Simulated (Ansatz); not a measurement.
**Hf₂N (P4_2/mnm): electronic heat capacity and spin susceptibility from the density of states**

Level of theory: DFT r2SCAN, scalar-relativistic, plane waves, PAW in Ansatz 0.2.0.

Cutoff 500 eV; k points 8×8×12 on the computed 6-atom cell (Γ-centred); Gaussian smearing, width 0.10 eV; no spin polarisation.

Relaxed cell: P4_2/mnm, a = 5.325 Å, b = 5.325 Å, c = 3.250 Å, α = 90.00°, β = 90.00°, γ = 90.00°, 6 atoms in the primitive cell. Whether it is the stable form of this composition wasn't checked.

The density of states at the Fermi level is 2.882 states/eV in the cell of 6 atoms (2 formula units; both spins, tetrahedra on a 12×12×18 mesh).

What Sommerfeld coefficient and Pauli susceptibility does this give?

Per formula unit N(E_F) = 1.441 states/eV. γ = (π²/3) k_B² N(E_F) N_A = 2.357 mJ/(mol K²) per state/eV, so γ = 3.4 mJ/(mol K²), a mole of formula units. χ_P = μ_B² N(E_F) N_A = 3.23×10⁻⁵ emu/mol per state/eV gives 4.7×10⁻⁵ emu/mol. This is the bare band result: a measured γ of the same phase is as a rule larger by a factor 1 + λ from phonons and spin fluctuations, the spin part of χ is larger by the Stoner factor, and a measured χ also holds orbital and core terms. N(E_F) at one energy is sensitive to the mesh where the density of states has sharp peaks.

Spin-orbit coupling is left out, which matters for the bands of heavy elements.